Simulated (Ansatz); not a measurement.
## Calculation log, RbLuS$_{2}$ (R-3m) (relaxation)

Level of theory: PBEsol, PAW on Ansatz 0.2.0's default frozen-core files (fitted under PBE), scalar-relativistic.

Launched as:

```sh
ansatz run input.yaml --threads 2 --pin off --max-ram 6144MiB --backend cpu --events-out ev --progress --plain --runs-dir out
```

input.yaml:

```yaml
crystal:
  lattice:
    - [1.9955, 1.15210246217, 7.6126666667]
    - [-1.9955, 1.15210246217, 7.6126666667]
    - [0.0, -2.30420492433, 7.6126666667]
  atoms:
    - { symbol: Rb, position: [0.0, 0.0, 0.0] }
    - { symbol: Lu, position: [0.5, 0.5, 0.5] }
    - { symbol: S, position: [0.2303, 0.2303, 0.2303] }
    - { symbol: S, position: [0.7697, 0.7697, 0.7697] }
kpoints:
  mp_grid: { grid: [10, 10, 10] }
scf:
  occupations: { method: fermi_dirac, width: 0.08 }
hamiltonian:
  xc: pbesol
  pseudopotentials: { kind: paw }
relax:
  f_tol: 0.002
  max_steps: 80
  cell: {}
output:
  forces: true
  stress: true
  write_density: true
  write_potential: true
  elf: true
  volumetric_format: npy
```

Output:

```
Warning: RAYON_NUM_THREADS=2 ignored (pool sized by the plan → 2); use --threads N
basis.fft_grid_basis auto: the FFT boxes are laid along the combinations [[1, -1, 0], [0, 1, 0], [0, -1, 1]] of the cell's own vectors, 3.991, 7.954 and 3.991 Å long. The dense box has 27×54×27 points. Along the cell's own ...
Engine: ansatz 0.2.0, x86_64-unknown-linux-gnu
Pseudopotentials: kind: paw
Pseudopotential: Rb, paw, valence charge 9, recommended cutoff 420 eV (normal), Rb.paw.azcp
Pseudopotential: Lu, paw, valence charge 25, recommended cutoff 420 eV (normal), Lu.paw.azcp
Pseudopotential: S, paw, valence charge 6, recommended cutoff 420 eV (normal), S.paw.azcp
Functional definition: PBEsol
  exchange = pbesol_x
  correlation = pbesol_c
Crystal: 4 atoms, lattice volume = 105.010 Å³
Basis set: ecut = 420 eV, 2065 PW (Γ), FFT grids on a1−a2, a2, −a2+a3, exchange–correlation on 54×108×54 points (8 copies of the dense FFT grid, shifted against one another)
Bands: 28, of which v1, the nominal top of the filled ones, is band 23 counted from 1 (22 counted from 0)
Symmetry: 12 space group operations
Space group: R-3m (ITA 166), of the structure as read, at distance tolerance 4.7e-5 Å
k-points: 116 of 1000
Non-local potential: Rb, projectors of the file, l = 0: 3, l = 1: 2, l = 2: 2
Non-local potential: Lu, projectors of the file, l = 0: 3, l = 1: 2, l = 2: 2, l = 3: 3
Non-local potential: S, projectors of the file, l = 0: 2, l = 1: 2, l = 2: 2
PAW form: soft (Blöchl's): semilocal exchange-correlation on the pseudo side does not see the compensation charge
PAW frozen core: Rb, regenerated for the run's functional, and the local potential with it (the file was generated under x = pbe(κ = 0.804, μ = 0.2195149727645171), c = pbe(β = 0.06672455060314922))
PAW frozen core: Lu, regenerated for the run's functional, and the local potential with it (the file was generated under x = pbe(κ = 0.804, μ = 0.2195149727645171), c = pbe(β = 0.06672455060314922))
[... 67 lines left out ...]
SCF iter   7: F=-19605.688177 eV  HF=-19605.688177 eV  |F-HF|=0.00e0  |Δ(HF+E_count)|=  7.28e-12  Δρ=3.95e-8  dr2=1.65e-12  ethr=1.00e-12  ⟨swp⟩=8.2  Hψ=21214  notcnv=0
SCF 5 converged in 7 iterations: F = -19605.688177 eV  dr2 = 1.65e-12
relax step   5: F+E_penalty+E_count = -19605.68817711 eV  Δ(F+E_penalty+E_count) = +4.093e-4 eV  max|allowed force component| = 8.070e-4 eV/Å  Δτ_max = 0.0000 Å  P = -0.019 GPa  Ω = 101.089 Å³  stress off target by 4.70e-2 GPa  ...
basis re-selected at this cell: Δ(F+E_penalty+E_count) = +4.093e-4 eV, ΔP = -0.002 GPa vs the last step (what re-selecting the basis moved, of the pressure what is left beyond the Pulay correction that the steps carried, after ...
SCF converged after 7 iterations
Free energy (F): -19605.688177 eV
Harris-Foulkes:  -19605.688177 eV  (|F-HF|=0.00e0)
Internal energy: -19605.688177 eV  (E = F + TS)
E sigma→0 (E₀):  -19605.688177 eV
Entropy (-TS):   -0.000000 eV (-0.000 meV/atom)
Fermi energy:    8.519519 eV
--- Per-component energies (eV) ---
  E_band       = -149.057889
  E_kinetic    = 828.193052
  E_local      = -9758.118120  (includes V_loc(G=0)·N_el)
  E_nonlocal   = 813.315924
  E_hartree    = 4118.727675
  E_xc         = -540.846555
  E_vxc        = -572.302278  (∫ρ·V_xc dr)
  E_paw        = -10992.569505  (= ΣΔE_a)
  E_vpaw       = 302.398041  (= ΣTr[D̂ρ^β])
  E_aug_tail   = 0.000032  (compensation charges beyond the density's cutoff)
  E_ewald      = -4075.830417
  E_core_change = 1.439737  (= ΣΔE_core)
  E_smearing   = -0.000000  (= −TS)
  E_closure    = -0.000000  (closes the sum)
  Σ components = -19605.688177   (vs F -19605.688177, Δ=0.00e0)
--- Forces (eV/Å), atoms counted from 1 ---
  atom   1  Rb     0.00000000     0.00000000    -0.00000000
  atom   2  Lu    -0.00000000     0.00000000     0.00000000
  atom   3  S      0.00000000     0.00000000     0.00080698
  atom   4  S     -0.00000000    -0.00000000    -0.00080698
  max |Σ_I F_I| component: 2.31e-18 eV/Å
--- Stress (GPa, compression-positive) ---
       -0.047000       0.000000       0.000000
        0.000000      -0.047000       0.000000
        0.000000       0.000000       0.036848
  P = ⅓ Tr σ = -0.0191 GPa (-0.191 kbar)
--- Relaxed structure (4 steps of the walk, 4 accepted, 1 SCFs on fresh bases) ---
  F+E_penalty+E_count = -19605.68817711 eV   max|allowed force component| = 8.070e-4 eV/Å   (the final SCF, on the basis selected at the relaxed cell)
  cell:  # Å, volume = 101.0893 Å³
    - [1.9673889617819569, 1.135872546687162, 7.539352847647569]
    - [-1.9673889617819569, 1.135872546687162, 7.539352847647569]
    - [8.06642049836407e-33, -2.271745093369372, 7.539352847648315]
  atoms:
    - { symbol: Rb, position: [3.797888335150601e-20, 3.797888335150606e-20, 3.797888335188817e-20] }
    - { symbol: Lu, position: [0.5, 0.5, 0.5] }
    - { symbol: S, position: [0.23023546378944348, 0.23023546378944348, 0.2302354637894435] }
    - { symbol: S, position: [0.7697645362105565, 0.7697645362105565, 0.7697645362105565] }
```

The calculation finished and met its thresholds.

Relaxation:

Relaxation of a crystal by Kohn-Sham DFT from the given cell to forces under 2 meV/angstrom; pressure positive in compression.

| Property | Result |
| --- | --- |
| Energy change | -6.78 meV/atom |
| Volume change | -3.734 % |
| Length change (a, b, c) | -1, -1, -1 % |
| Angle change | -0.122, -0.122, -0.122 degrees |
| Start pressure | -2.07 GPa |

Limits of these numbers: frozen-core PAW files fitted under PBE, their cores solved anew for the functional of the run.

It took 35 s on 2 threads of Intel(R) Xeon(R) Platinum 8488C (Sapphire Rapids), on a shared host, peak memory 0.66 GiB.
